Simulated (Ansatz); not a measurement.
AlGaAs2:
```xyz
4
Lattice="4.0107 0.0000 0.0000 0.0000 4.0107 0.0000 0.0000 0.0000 5.6595" Properties=species:S:1:pos:R:3 pbc="T T T"
Ga     0.0000     0.0000     0.0000
As     2.0053     0.0000     1.4161
Al     2.0053     2.0053     2.8298
As     0.0000     2.0053     4.2435
```

Tensor components refer to the Cartesian frame of this cell.

Problem. Give the high-frequency dielectric tensor and the Born effective charge tensors of the independent atoms from DFPT, plane-wave PAW PBEsol (Ansatz code).

Solution. 
ε∞:
```
11.5  0.00  0.00
0.00  11.5  0.00
0.00  0.00  11.5
```
Z* of atom 1 (Ga), rows: field, columns: displacement, in e:
```
2.24  0.00  0.00
0.00  2.24  0.00
0.00  0.00  2.19
```
Z* of atom 2 (As), rows: field, columns: displacement, in e:
```
-2.17   0.00   0.00
 0.00  -2.07   0.00
 0.00   0.00  -2.17
```
Z* of atom 3 (Al), rows: field, columns: displacement, in e:
```
2.00  0.00  0.00
0.00  2.00  0.00
0.00  0.00  2.14
```

Space group P-4m2. The start of the workflow was typed in or built on a structure type; neither database checked (COD, Materials Project) lists it. Whether it is the stable phase at ambient conditions was not checked. The cell was relaxed with PBEsol under the symmetry of its start; its stability against distortions is not shown here. Spin–orbit coupling is left out wherever it is not named.

Potentials: the later of the program's two PAW sets.
